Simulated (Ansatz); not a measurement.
Si (β-Sn type, I4_1/amd) under volume change, DFT-LDA in the program Ansatz with PAW potentials, shape and atoms relaxed at each volume.

| V (Å³/atom) | E − E(relaxed) (meV/atom) | P (GPa) |
|---|---|---|
| 13.483 | 51.7 | 13.53 |
| 13.928 | 21.7 | 8.26 |
| 14.372 | 5.1 | 3.79 |
| 14.817 | 0.0 | 0.00 |
| 15.261 | [?] | [?] |
| 15.706 | [?] | [?] |
| 16.150 | 37.1 | -8.25 |

Task: What belongs in the gaps?

Result: 
- 15.261, E − E(relaxed) (meV/atom): 4.6
- 15.261, P (GPa): -3.21
- 15.706, E − E(relaxed) (meV/atom): 17.4
- 15.706, P (GPa): -5.94

Task: What does a third-order Birch–Murnaghan fit give for V₀, B₀ and B′?

Result: V₀ = 14.82 Å³/atom, B₀ = 116 GPa, B′ = 4.5.

This is a known high-pressure phase of the composition, computed here at zero pressure and temperature. The cell was relaxed with LDA under the symmetry of its start; of distortions, only those at the zone centre were tested.

Potentials: the later of the program's two PAW sets.
